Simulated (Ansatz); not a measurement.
YMnO$_{3}$: do energies and stresses tell the same story?

Level of theory: Ansatz, DFT r2SCAN, scalar-relativistic, plane waves, PAW.

Settings: cutoff 500 eV, Γ-centred mesh 12×12×4 on the computed 10-atom cell, Gaussian smearing of 0.10 eV; collinear spin from starting moments 0 0 3.56 3.56 0 0 0 0 0 0 μB.

Relaxed cell: P6_3/mmc, a = 3.583 Å, b = 3.583 Å, c = 11.245 Å, α = 90.00°, β = 90.00°, γ = 120.00°, 10 atoms in the primitive cell.

Energies at zero smearing and pressures from the stress tensor, at volumes with shape and atoms relaxed:
```csv
V (Å³/atom),E − E(first) (meV/atom),P (GPa)
11.749,0.00,12.27
12.124,-20.73,5.63
12.499,-27.12,-0.02
12.874,-21.28,-4.84
13.249,-5.02,-8.95
```

**Question.** Check P = −dE/dV between neighbouring volumes, and get the bulk modulus from the pressures alone.

**Answer.** With 1 eV/Å³ = 160.2 GPa:
```
middle V (Å³/atom)  −ΔE/ΔV (GPa) mean P (GPa)
            11.937         8.859         8.948
            12.312         2.728         2.802
            12.687        -2.495        -2.432
            13.062        -6.947        -6.893
```

The two differ by 0.09 GPa at most. The mean of two end pressures misses the average over a step by about ΔV² P″/12, up to 0.09 GPa here; with that taken off 0.00 GPa remains. Around V = 12.499 Å³/atom, the two neighbours give B = −V ΔP/ΔV = 12.499 × 10.47 / 0.750 = 174.5 GPa, against B0 = 173.8 GPa from the Birch–Murnaghan fit of the energies.

The state reached may not be the lowest one. Moments started parallel, and an antiferromagnetic order may lie lower.

Only this magnetic start was tried.